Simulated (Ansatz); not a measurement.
Input, command and steps of an Ansatz relaxation.

```yaml
crystal:
  lattice:
    - [3.2027322325, 0.0, 0.0]
    - [-1.6013661163, 2.7736474749, 0.0]
    - [0.0, 0.0, 3.577054409]
  atoms:
    - { symbol: Zr, position: [0.0, 0.0, 0.0] }
    - { symbol: B, position: [0.3333333333, 0.6666666667, 0.5] }
    - { symbol: B, position: [0.6666666667, 0.3333333333, 0.5] }
basis:
  ecutwfc: 420
kpoints:
  mp_grid: { grid: [18, 18, 12] }
hamiltonian:
  xc: pbe
scf:
  occupations: { method: gaussian, width: 0.1 }
output:
  forces: true
  stress: true
  eigenvalues: true
relax:
  adjacent_minimum: "off"
  f_tol: 0.01
  max_steps: 30
  cell: { stress_tol: 0.1, fix: [volume] }
```

```bash
ansatz run input.yaml --threads 1 --pin off --max-ram 2560MiB --backend cpu --events-out ev --progress --plain --runs-dir out
```

All numbers below come from DFT PBE, scalar-relativistic, plane waves, PAW (Ansatz).

The volume is held at 1.03 times that of the relaxed cell.

Of 4 frames 3 are shown, positions in Å and forces in eV/Å; the SCF threshold varies from step to step. Steps run on the plane waves of an earlier cell, with a Pulay correction in the pressure. The basis is chosen afresh for the last frame, the zero of the energies, and at times for earlier ones too; energy and pressure step there, also at an unchanged geometry.

```xyz
3
Lattice="3.2027 0.0000 0.0000 -1.6014 2.7736 0.0000 0.0000 0.0000 3.5771" Properties=species:S:1:pos:R:3:forces:R:3 pbc="T T T" step=1 free_energy_over_end_meV_per_atom=0.03 pressure_GPa=-6.68
Zr    0.0000    0.0000    0.0000    0.0000    0.0000    0.0000
B     0.0000    1.8491    1.7885    0.0000    0.0000    0.0000
B     1.6014    0.9245    1.7885    0.0000    0.0000    0.0000
3
Lattice="3.1994 0.0000 0.0000 -1.5997 2.7708 0.0000 0.0000 0.0000 3.5845" Properties=species:S:1:pos:R:3:forces:R:3 pbc="T T T" step=2 free_energy_over_end_meV_per_atom=0.01 pressure_GPa=-6.64
Zr    0.0000    0.0000    0.0000    0.0000    0.0000    0.0000
B     0.0000    1.8472    1.7922    0.0000    0.0000    0.0000
B     1.5997    0.9236    1.7922    0.0000    0.0000    0.0000
3
Lattice="3.2004 0.0000 0.0000 -1.6002 2.7716 0.0000 0.0000 0.0000 3.5822" Properties=species:S:1:pos:R:3:forces:R:3 pbc="T T T" step=4 free_energy_over_end_meV_per_atom=0.00 pressure_GPa=-6.65
Zr    0.0000    0.0000    0.0000    0.0000    0.0000    0.0000
B     0.0000    1.8478    1.7911    0.0000    0.0000    0.0000
B     1.6002    0.9239    1.7911    0.0000    0.0000    0.0000
```

It took 29 s on 1 thread of Arm Neoverse V1, on a shared host, peak memory 0.4 GiB.